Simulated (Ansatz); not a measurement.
RbHgF3 (cubic perovskite, Pm-3m), a = b = c = 4.534 Å, α = β = γ = 90.00°.

Relaxed with PBEsol.

Problem. Which orbitals make up the states near the band edges in the program Ansatz at the PBEsol level (PAW)?

Solution. Top 1 eV of the valence band: F 2p 60 %, Hg 5d 38 %. Bottom 1 eV of the conduction band: Hg 6s 55 %, Rb 5s 21 %, F 2s 11 %, F 2p 11 %. Projections are on Löwdin-orthogonalised atomic valence shells; empty p or d shells of many metals are not among them.

Problem. Tabulate the density of states.

Solution. States/eV per cell of 5 atoms, in 0.25 eV bins, energy from the valence-band maximum.

```
E (eV)  total   F 2p  Hg 5d  Hg 6s
------  -----  -----  -----  -----
-7.85    0.00   0.00   0.00   0.00
-7.60    0.00   0.00   0.00   0.00
-7.35    0.00   0.00   0.00   0.00
-7.10    0.00   0.00   0.00   0.00
-6.85    0.00   0.00   0.00   0.00
-6.60    0.52   0.20   0.32   0.00
-6.35    5.81   2.52   2.92   0.34
-6.10    3.12   1.47   1.37   0.25
-5.85    2.12   1.04   0.88   0.17
-5.60    2.14   1.08   0.86   0.16
-5.35    3.05   1.37   1.42   0.19
-5.10    8.53   2.21   6.09   0.07
-4.85   12.82   2.81   9.79   0.07
-4.60    5.45   1.42   3.85   0.12
-4.35    1.99   1.28   0.58   0.08
-4.10    2.29   1.92   0.26   0.04
-3.85    0.36   0.22   0.12   0.00
-3.60    0.47   0.18   0.26   0.01
-3.35    1.15   0.50   0.57   0.04
-3.10    2.49   1.46   0.84   0.09
-2.85    5.32   4.49   0.54   0.03
-2.60   14.90  13.51   0.95   0.10
-2.35   16.88  14.74   1.86   0.06
-2.10   12.48   9.86   2.40   0.04
-1.85    1.54   1.00   0.46   0.05
-1.60    1.40   0.83   0.49   0.05
-1.35    1.26   0.72   0.47   0.04
-1.10    1.21   0.70   0.46   0.03
-0.85    1.22   0.71   0.46   0.02
-0.60    1.25   0.74   0.48   0.01
-0.35    1.30   0.78   0.50   0.01
-0.10    0.94   0.57   0.36   0.00
0.15     0.00   0.00   0.00   0.00
0.40     0.00   0.00   0.00   0.00
0.65     0.03   0.00   0.00   0.02
0.90     0.10   0.01   0.00   0.05
1.15     0.13   0.01   0.00   0.07
1.40     0.18   0.03   0.00   0.09
1.65     0.22   0.04   0.00   0.12
1.90     0.27   0.05   0.00   0.14
2.15     0.33   0.07   0.00   0.17
2.40     0.41   0.09   0.01   0.22
2.65     0.51   0.12   0.01   0.28
2.90     0.64   0.16   0.01   0.36
3.15     0.96   0.25   0.02   0.56
3.40     0.93   0.25   0.02   0.56
3.65     0.86   0.23   0.01   0.52
3.90     0.82   0.23   0.01   0.51
4.15     0.76   0.21   0.01   0.47
4.40     0.42   0.12   0.00   0.26
4.65     0.23   0.06   0.00   0.14
4.90     0.13   0.03   0.00   0.08
5.15     0.07   0.02   0.00   0.04
```

The workflow started from a Materials Project entry (that database holds measured and hypothetical structures alike); the Crystallography Open Database files this formula in space group No. 221, but the cells were not matched. Its standing as an ambient phase is unchecked. The cell was relaxed with PBEsol under the symmetry of its start; its stability against distortions is not shown here. Spin–orbit coupling is left out wherever it is not named.

Potentials: the later of the program's two PAW sets.
